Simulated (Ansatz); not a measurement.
# GeCl2: a bulk modulus from differences

It was reached by relaxing an invented guess, and it needn't be the stable form of this composition.

Level of theory: DFT PBE, scalar-relativistic, plane waves, PAW in Ansatz 0.2.0. The final run on the 3-atom cell used 420 eV, a Γ-centred 6×6×6 mesh, 0.02 eV smearing and no spin polarisation.

```yaml
crystal:
  lattice:
    - [0.00000, 3.30962, 3.30962]
    - [3.30962, 0.00000, 3.30962]
    - [3.30962, 3.30962, 0.00000]
  atoms:
    - { symbol: Ge, position: [0.00000, 0.00000, 0.00000] }
    - { symbol: Cl, position: [0.25000, 0.25000, 0.25000] }
    - { symbol: Cl, position: [0.75000, 0.75000, 0.75000] }
```

The cell was set to several volumes, with shape and atoms relaxed at each where symmetry leaves them free. Pressure is positive in compression, and energies count from the lowest row.

```tsv
row	V (Å³/atom)	P (GPa)	ΔE (meV/atom)	gap on mesh (eV)
1	21.268	7.38	60.0	2.34
2	21.993	?	?	?
3	22.718	3.12	13.5	2.54
4	23.443	1.45	3.2	2.61
5	24.168	0.01	0.0	2.67
6	24.893	-1.21	2.8	2.72
7	25.618	-2.25	10.7	2.72
8	26.585	-3.40	27.8	2.69
```

**Question.** Find B = −V·ΔP/ΔV from rows 4 and 6 and from rows 1 and 3, and from the two its slope B′ and its value B0 at zero pressure.

**Answer.** Rows 4 and 6 give −(23.443 + 24.893)/2 × (-1.21 − (1.45))/(24.893 − 23.443) = 44.3 GPa at a mean pressure of 0.12 GPa. Rows 1 and 3 give −(21.268 + 22.718)/2 × (3.12 − (7.38))/(22.718 − 21.268) = 64.6 GPa at a mean pressure of 5.25 GPa. So B′ = (64.6 − 44.3)/(5.25 − (0.12)) = 3.96 and B0 = 44.3 − 3.96 × (0.12) = 43.8 GPa. A third-order Birch–Murnaghan fit to all the energies gives B0 = 43.9 GPa and B′ = 4.3.

**Question.** Estimate the pressure and energy of row 2.

**Answer.** From row 5, V0 = 24.168 × (1 + (0.01)/43.8) = 24.174 Å³/atom. Murnaghan's form P = (B0/B′)·[(V0/V)^B′ − 1] gives (43.8/3.96) × [(24.174/21.993)^3.96 − 1] = 5.02 GPa; the computed pressure is 5.09 GPa, so the estimate is off by -0.07 GPa. The work of compression from row 3, with the mean of the two pressures, gives ΔE = 13.5 + (5.02 + 3.12)/2 × (22.718 − 21.993)/160.2 × 1000 = 31.9 meV/atom (1 eV/Å³ = 160.2 GPa); the computed value is 31.9 meV/atom.

**Question.** Fit the gap against pressure through the other rows and estimate it at the computed pressure of row 2.

**Answer.** Over the 7 rows the mean pressure is 0.7286 GPa and the mean gap is 2.613 eV. The sums of products of deviations are S_xx = 80.67 and S_xy = -2.878, so the slope is -2.878/80.67 = -0.03568 (r = -0.96, rms misfit 0.04 eV). At 5.09 GPa the line gives 2.613 + (-0.03568) × (5.09 − 0.7286) = 2.46 eV. The computed value is 2.45 eV, so the line is off by +0.01 eV, no more than the largest miss among the fitted rows (0.07 eV). The rows follow a line poorly: the gap bends, or the lowest transition changes along the series.

Kohn–Sham gaps at this level usually fall short of measured ones. All volumes keep the k mesh of the relaxed cell. A structure relaxed within its symmetry needn't be a true minimum. Another cell of GeCl2 relaxed alike, in Fd-3m, lies 39 meV/atom lower, so this cell isn't the stable form at this level.
